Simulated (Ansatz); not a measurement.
**Computed properties of ScGeCN**

ScGeCN:
```
ScGeCN
1.0
    3.40374     0.00000     0.00000
   -1.70187     2.94773     0.00000
    0.00000     0.00000     5.37595
Sc Ge C N
1 1 1 1
Cartesian
  0.00000   1.96515   2.81911
  1.70187   0.98258   5.36629
  0.00000   1.96515   0.50888
  1.70187   0.98258   3.40155
```

Space group P3m1 (No. 156); conventional cell a = 3.404 Å, b = 3.404 Å, c = 5.376 Å, α = 90.00°, β = 90.00°, γ = 120.00°.

Method: the program Ansatz at the PBE level (PAW). The cell and atoms are relaxed at this level. Other levels are named where they apply.

**Cell and energy**

```yaml
volume_per_atom: 13.48 Å³
density: 4.42 g/cm³
Formation energy from the elements (no fitted shifts): -0.43 eV/atom
```

**Electronic structure**

```yaml
band_gap: 2.20 eV (indirect)
valence_band_maximum: at K
conduction_band_minimum: off the standard path, at k = (0.000, 0.453, -0.435) in fractions of the reciprocal vectors
smallest_direct_gap_on_the_standard_path: 2.40 eV
electron_effective_mass: 0.48, 0.61, 2.2 mₑ (principal values)
hole_effective_mass: 0.81, 2.0, 2.0 mₑ (principal values)
Gap with spin–orbit coupling: 2.19 eV
```

**Mechanics**

```yaml
Bulk modulus (Birch–Murnaghan fit): 138 GPa
Pressure derivative B′: 3.8
```

The start of the workflow was typed in or built on a structure type; neither database checked (COD, Materials Project) lists it. Its standing as an ambient phase is unchecked. Symmetry was held in the PBE relaxation; its stability against distortions is not shown here. No spin polarisation was allowed. The references are the lowest solids computed at this level, not always the standard phases (solids in place of the gases). Spin–orbit coupling is left out wherever it is not named.

Potentials: the earlier of the program's two PAW sets.
